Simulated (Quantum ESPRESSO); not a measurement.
# Kohn-Sham bands of PbI2 (CdI2 type)

```
CELL_PARAMETERS angstrom
      4.61269     0.00000     0.00000
     -2.30635     3.99471     0.00000
      0.00000     0.00000     7.25703
ATOMIC_POSITIONS crystal
  Pb 0.00000 0.00000 0.00000
  I  0.66667 0.33333 0.74095
  I  0.33333 0.66667 0.25905
```

Materials Project entry mp-22893; symmetrised, unrelaxed at this level. COD (Crystallography Open Database) has the formula in 4 space groups, this one among them (matched by group alone). Method: PBEsol plane waves in Quantum ESPRESSO 7.5 (PseudoDojo norm-conserving files, 56 Ry, spinors with spin-orbit coupling), Bloch states on a 6×6×4 mesh through Γ, Wannier90 4.0.1. Density: 12×12×4 mesh, cold smearing 0.01 Ry.

Energies are relative to the valence-band maximum; weights are on the orthonormalised atomic waves of the pseudopotential files, averaged over the group. 28 electrons a cell are treated as valence.

Into which isolated groups do the bands fall, where do they lie and what are they made of?


```json
[
 {"bands": "1–4", "from (eV)": "-17.44", "to (eV)": "-17.43", "filling": "filled", "weight on atomic waves": "Pb 5d 100 %"},
 {"bands": "5–10", "from (eV)": "-14.90", "to (eV)": "-14.84", "filling": "filled", "weight on atomic waves": "Pb 5d 100 %"},
 {"bands": "11–14", "from (eV)": "-12.09", "to (eV)": "-11.33", "filling": "filled", "weight on atomic waves": "I 5s 90 %, Pb 6p 6 %"},
 {"bands": "15–16", "from (eV)": "-7.38", "to (eV)": "-6.73", "filling": "filled", "weight on atomic waves": "Pb 6s 80 %, I 5p 14 %, I 5s 6 %"},
 {"bands": "17–28", "from (eV)": "-3.31", "to (eV)": "0.00", "filling": "filled", "weight on atomic waves": "I 5p 84 %, Pb 6p 12 %"},
 {"bands": "29–34", "from (eV)": "1.46", "to (eV)": "4.55", "filling": "empty", "weight on atomic waves": "Pb 6p 67 %, I 5p 25 %"}
]
```

The Kohn-Sham gap over both meshes and the path is 1.46 eV.
